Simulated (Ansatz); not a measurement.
## Zone-centre phonons of Ti₈C₅: input and output

The calculation used DFT LDA, scalar-relativistic, plane waves, PAW in Ansatz.

Launched with:
```bash
ansatz run input.yaml --threads 4 --pin off --max-ram 12288MiB --backend cpu --events-out ev --progress --plain --runs-dir out
```

Input (bare energies are in eV):
```yaml
crystal:
  lattice:
    - [3.0131521279, 1.7396441921, 4.8739928352]
    - [-3.0131521279, 1.7396441921, 4.8739928352]
    - [0.0, -3.4792883843, 4.8739928352]
  atoms:
    - { symbol: Ti, position: [0.249833504, 0.7626830056, 0.249833504] }
    - { symbol: Ti, position: [0.249833504, 0.249833504, 0.7626830056] }
    - { symbol: Ti, position: [0.7626830056, 0.249833504, 0.249833504] }
    - { symbol: Ti, position: [0.2373169944, 0.750166496, 0.750166496] }
    - { symbol: Ti, position: [0.750166496, 0.2373169944, 0.750166496] }
    - { symbol: Ti, position: [0.750166496, 0.750166496, 0.2373169944] }
    - { symbol: Ti, position: [0.245132105, 0.245132105, 0.245132105] }
    - { symbol: Ti, position: [0.754867895, 0.754867895, 0.754867895] }
    - { symbol: C, position: [0.0, 0.0, 0.5] }
    - { symbol: C, position: [0.5, 0.0, 0.0] }
    - { symbol: C, position: [0.0, 0.5, 0.0] }
    - { symbol: C, position: [0.5, 0.5, 0.5] }
    - { symbol: C, position: [0.0, 0.0, 0.0] }
basis:
  ecutwfc: 420
kpoints:
  mp_grid: { grid: [6, 6, 6] }
hamiltonian:
  xc: lda
scf:
  occupations: { method: fermi_dirac, width: 0.15 }
output:
  eigenvalues: true
phonons:
  method: dfpt
```

The end of the output:
```
--- Phonons (Γ-DFPT): 11 representative perturbations + reference, on 112 of 216 k-points (Σ response iterations 40) ---
  k mesh reduced under 1 symmetry operation, with k and −k counted as one. Each operation leaves every solved perturbation unchanged. A smaller set is not used because it would not reduce the number of displacements ...
  ASR residual: 1.584e-3 → 0.000e0 eV/Å²; symmetrization residual: 8.506e-6 eV/Å²
  ASR residual per site (eV/Å²): 1.14e-3 1.16e-3 1.14e-3 1.14e-3 1.14e-3 1.16e-3 1.58e-3 1.58e-3 2.35e-5 1.85e-5 1.85e-5 2.71e-5 5.33e-5
  Γ frequencies (cm⁻¹): 0.00 0.00 0.00 227.67 227.67 242.60 249.31 249.31 259.18 260.39 261.52 265.83 265.83 278.05 278.05 285.98 285.98 320.62 320.62 338.92 369.30 369.30 377.58 391.96 503.14 546.45 546.45 607.11 607.11 616.78 616.78 ...
  non-analytic LO–TO correction: not included (Born effective charges unavailable; polar crystals: no LO–TO splitting at Γ)
```

The run took 22 min on 4 threads of Intel(R) Xeon(R) Processor @ 2.50GHz (Skylake/Cascade Lake), on a shared host, peak memory 4.3 GiB.

In a metal, frequencies and elastic constants depend on the k mesh and the smearing, soft modes and shear constants most.